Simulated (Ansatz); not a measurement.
Geometry optimisation in Ansatz: input, command and trajectory.

```yaml
crystal:
  lattice:
    - [-1.7069510596, 1.7069510596, 5.0312033932]
    - [1.7069510596, -1.7069510596, 5.0312033932]
    - [1.7069510596, 1.7069510596, -5.0312033932]
  atoms:
    - { symbol: "Y", position: [0.5, 0.5, 0.0] }
    - { symbol: Ni, position: [0.75, 0.25, 0.5] }
    - { symbol: Ni, position: [0.25, 0.75, 0.5] }
    - { symbol: B, position: [0.1448543818, 0.1448543818, 0.0] }
    - { symbol: B, position: [0.8551456182, 0.8551456182, 0.0] }
    - { symbol: C, position: [0.0, 0.0, 0.0] }
basis:
  ecutwfc: 500
kpoints:
  mp_grid: { grid: [14, 14, 14] }
hamiltonian:
  xc: r2scan
scf:
  occupations: { method: gaussian, width: 0.1 }
output:
  forces: true
  stress: true
  eigenvalues: true
relax:
  adjacent_minimum: "off"
  f_tol: 0.01
  max_steps: 30
  cell: { stress_tol: 0.1, fix: [volume] }
```

```bash
ansatz run input.yaml --threads 2 --pin off --max-ram 5120MiB --backend cpu --events-out ev --progress --plain --runs-dir out
```

Theory: DFT r2SCAN, scalar-relativistic, plane waves, PAW in Ansatz.

The volume is held at 0.91 times that of the relaxed cell.

Of 5 frames 4 are shown, positions in Å and forces in eV/Å; the SCF threshold varies from step to step. Steps run on the plane waves of an earlier cell, with a Pulay correction in the pressure. The basis is chosen afresh for the last frame, the zero of the energies, and at times for earlier ones too; energy and pressure can step there, also at an unchanged geometry. Where two frames share a geometry here, they differ by under 2 meV/atom and 0.3 GPa.

```xyz
6
Lattice="-1.7070 1.7070 5.0312 1.7070 -1.7070 5.0312 1.7070 1.7070 -5.0312" Properties=species:S:1:pos:R:3:forces:R:3 pbc="T T T" step=1 free_energy_over_end_meV_per_atom=0.20 pressure_GPa=22.47
Y     0.0000    0.0000    5.0312    0.0000    0.0000    0.0000
Ni    0.0000    1.7070    2.5156    0.0000    0.0000    0.0000
Ni    1.7070    0.0000    2.5156    0.0000    0.0000    0.0000
B     0.0000    0.0000    1.4576    0.0000    0.0000    0.1807
B     0.0000    0.0000    8.6048    0.0000    0.0000   -0.1807
C     0.0000    0.0000    0.0000    0.0000    0.0000    0.0000
6
Lattice="-1.7071 1.7071 5.0304 1.7071 -1.7071 5.0304 1.7071 1.7071 -5.0304" Properties=species:S:1:pos:R:3:forces:R:3 pbc="T T T" step=2 free_energy_over_end_meV_per_atom=0.09 pressure_GPa=22.41
Y     0.0000    0.0000    5.0304    0.0000    0.0000    0.0000
Ni    0.0000    1.7071    2.5152    0.0000    0.0000    0.0000
Ni    1.7071    0.0000    2.5152    0.0000    0.0000    0.0000
B     0.0000    0.0000    1.4596    0.0000    0.0000    0.1082
B     0.0000    0.0000    8.6011    0.0000    0.0000   -0.1082
C     0.0000    0.0000    0.0000    0.0000    0.0000    0.0000
6
Lattice="-1.7082 1.7082 5.0239 1.7082 -1.7082 5.0239 1.7082 1.7082 -5.0239" Properties=species:S:1:pos:R:3:forces:R:3 pbc="T T T" step=3 free_energy_over_end_meV_per_atom=0.01 pressure_GPa=22.29
Y     0.0000    0.0000    5.0239    0.0000    0.0000    0.0000
Ni    0.0000    1.7082    2.5119    0.0000    0.0000    0.0000
Ni    1.7082    0.0000    2.5119    0.0000    0.0000    0.0000
B     0.0000    0.0000    1.4626    0.0000    0.0000   -0.0008
B     0.0000    0.0000    8.5851    0.0000    0.0000    0.0008
C     0.0000    0.0000    0.0000    0.0000    0.0000    0.0000
6
Lattice="-1.7088 1.7088 5.0203 1.7088 -1.7088 5.0203 1.7088 1.7088 -5.0203" Properties=species:S:1:pos:R:3:forces:R:3 pbc="T T T" step=5 free_energy_over_end_meV_per_atom=0.00 pressure_GPa=22.28
Y     0.0000    0.0000    5.0203    0.0000    0.0000    0.0000
Ni    0.0000    1.7088    2.5101    0.0000    0.0000    0.0000
Ni    1.7088    0.0000    2.5101    0.0000    0.0000    0.0000
B     0.0000    0.0000    1.4626    0.0000    0.0000   -0.0039
B     0.0000    0.0000    8.5780    0.0000    0.0000    0.0039
C     0.0000    0.0000    0.0000    0.0000    0.0000    0.0000
```

Time: 5 min on 2 threads of AMD EPYC (Zen 3) (shared host), peak memory 0.9 GiB.

Spin polarisation was left out, and a magnetic state may lie lower.